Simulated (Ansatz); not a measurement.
HfTe (CsCl type, Pm-3m) at seven volumes, PBE (plane waves, PAW; program Ansatz), scaled uniformly. One row is withheld.

| V (Å³/atom) | P (GPa) |
|---|---|
| 20.225 | 12.48 |
| 20.891 | 7.63 |
| 21.558 | 3.50 |
| 22.225 | 0.00 |
| 22.892 | -2.97 |
| 23.558 | ? |
| 24.225 | -7.60 |

Q: Fit the shown pressures and predict the withheld one.

A: P = (3/2)B₀(x^(7/2) − x^(5/2))[1 + (3/4)(B′ − 4)(x − 1)] with x = (V₀/V)^(2/3). Least squares on the six rows gives V₀ = 22.226 Å³/atom, B₀ = 107 GPa, B′ = 4.49. At V = 23.558, x = 0.9619 and P = -5.47 GPa. The run itself gave -5.48 GPa.

A made-up cell: these elements were put on the sites of a structure type; neither database checked (COD, Materials Project) lists it. Its standing as an ambient phase is unchecked. Symmetry was held in the PBE relaxation; its stability against distortions is not shown here. No spin polarisation was allowed. Spin–orbit coupling is left out wherever it is not named.

Potentials: the earlier of the program's two PAW sets.
